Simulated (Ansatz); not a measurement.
The start is a relaxed CaO cell, doubled along one cell vector, shaken by Gaussian noise of σ = 0.08 Å a coordinate. Cell shape, volume and atoms are optimised at zero target pressure with PBEsol (plane waves to 420 eV, PAW, scalar-relativistic; Ansatz, an electronic-structure program). The first steps use a coarse 4×8×8 k-mesh.

The start:
```
CELL_PARAMETERS angstrom
      0.00000     4.76687     4.76687
      2.38344     0.00000     2.38344
      2.38344     2.38344     0.00000
ATOMIC_POSITIONS crystal
  O  0.00796 0.97581 0.02041
  O  0.49711 0.98712 0.01661
  Ca 0.25723 0.47904 0.48405
  Ca 0.75540 0.50015 0.46970
```

```json
{
  "energy_released": "15 meV/atom",
  "Shortest distances (start → end)": "The closest pairs of elements (up to four, under 3.6 Å), start → end: Ca–O 2.29 → 2.38 Å; O–O 3.31 → 3.37 Å; Ca–Ca 3.33 → 3.37 Å",
  "band_gap_at_the_end": "3.54 eV, indirect (valence top at Γ, conduction bottom at X) (no spin-orbit coupling)",
  "optimiser_moves": "3"
}
```

Final values are on a 12×12×12 k-mesh of the relaxed cell. No spin polarisation in the result.
